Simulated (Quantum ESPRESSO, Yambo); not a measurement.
AlClO (space group Pmmn, No. 59). Cell and atoms were relaxed with PBE+D3(BJ) from Materials Project entry mp-27863, within its symmetry. Chain: norm-conserving PBEsol (Quantum ESPRESSO, 84 Ry, without SOC); G0W0 in Yambo (4×4×2 Γ-centred k mesh, 165 bands and a 8 Ry block in the screening, 165 bands in G with the Bruneval-Gonze terminator, plasmon pole fitted at 27.2 eV); BSE (8×6×4 mesh, 9 valence and 5 conduction bands, static screening with 49 bands and a 3 Ry block, scissor 2.66 eV, Tamm-Dancoff).

```
Quantity                                                                    Result
-----------------------------------------------  ---------------------------------
PBEsol gap (dense path)                                                    5.64 eV
PBEsol gap (-0.5, 0, 0) → Γ on the GW mesh                                 5.67 eV
PBEsol smallest direct gap on the GW mesh, at Γ                            5.87 eV
G0W0 direct gap at that point                                              8.53 eV
G0W0 correction to the gap (-0.5, 0, 0) → Γ                                2.87 eV
direct gap on the BSE mesh, with the scissor                               8.53 eV
first BSE state allowed for light along x                                  7.89 eV
lowest BSE state                                                           7.87 eV
binding of the lowest exciton                                              0.67 eV
RPA electronic dielectric constant along x       3.23 (10×10×4 mesh, PBEsol bands)
```

Rough cost of the Yambo steps against G0W0 for 14 states: BSE within a factor of two, one RPA spectrum about 1/8.

Nearest settings tried, and what they do to the gap: 105 bands in W, 105 bands in G: +3 meV; 3 Ry block (59 vectors against 239): -356 meV. Not varied: mesh. So the settings aren't converged at that level. The BSE states are vertical excitations (zero momentum). Convergence of the RPA response with its 10×10×4 mesh was not tested. Convergence of the binding with the mesh was not shown. Axes are Cartesian, with cell vectors (Å) (3.15, 0.00, 0.00), (0.00, 3.63, 0.00), (0.00, 0.00, 7.85).
